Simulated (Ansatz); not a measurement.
According to plane-wave PAW PBEsol (Ansatz code), ScSiO in the tetragonal phase (P4/nmm; Sc on 2c, Si on 2a, O on 2c) relaxes to a = 3.232 Å, c = 7.449 Å. Its formation energy from the elements is -1.95 eV/atom, with no fitted shifts.

Electronic character: metallic (no gap).

An equation-of-state fit gives a bulk modulus of 135 GPa. The highest mode at Γ lies at 68.2 meV.

The start of the workflow was typed in or built on a structure type; neither database checked (COD, Materials Project) lists it. Whether it is the stable phase at ambient conditions was not checked. The PBEsol relaxation kept the symmetry of its start; phonons show weakly imaginary modes. No spin polarisation was allowed. The references are the lowest solids computed at this level, not always the standard phases (solids in place of the gases).

Potentials: the earlier of the program's two PAW sets. The files were generated under PBE; for other functionals the program regenerates the frozen cores, and for LDA and PBEsol the local potential too.
